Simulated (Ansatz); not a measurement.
Input and command of a plane-wave DFT calculation in Ansatz:

```yaml
crystal:
  lattice:
    - [4.8129961749, 0.0, 0.0]
    - [0.0, 4.8129961749, 0.0]
    - [0.0, 0.0, 4.8129961749]
  atoms:
    - { symbol: Cd, position: [0.0, 0.5, 0.5] }
    - { symbol: Cd, position: [0.5, 0.0, 0.5] }
    - { symbol: Cd, position: [0.5, 0.5, 0.0] }
    - { symbol: I, position: [0.0, 0.0, 0.0] }
basis:
  ecutwfc: 420
kpoints:
  mp_grid: { grid: [4, 4, 4] }
hamiltonian:
  xc: pbe
scf:
  occupations: { method: gaussian, width: 0.1 }
  lower_state_search: "off"
output:
  forces: true
  stress: true
  eigenvalues: true
```

```bash
ansatz run input.yaml --threads 1 --pin off --max-ram 2560MiB --backend cpu --events-out ev --progress --plain --runs-dir out
```

Processor: Intel(R) Xeon(R) Platinum 8488C (Sapphire Rapids), 1 thread, on a host shared with other jobs.

Task: How long does it run, and how much memory does it take?

Result: About 2.6 s on 1 thread of Intel(R) Xeon(R) Platinum 8488C (Sapphire Rapids) (shared host), peak memory 0.41 GiB. It solves 47 bands at 10 k points (the mesh reduced by the symmetry that the task leaves, which can be less than the crystal's) with about 2109 plane waves, in 6 SCF iterations.
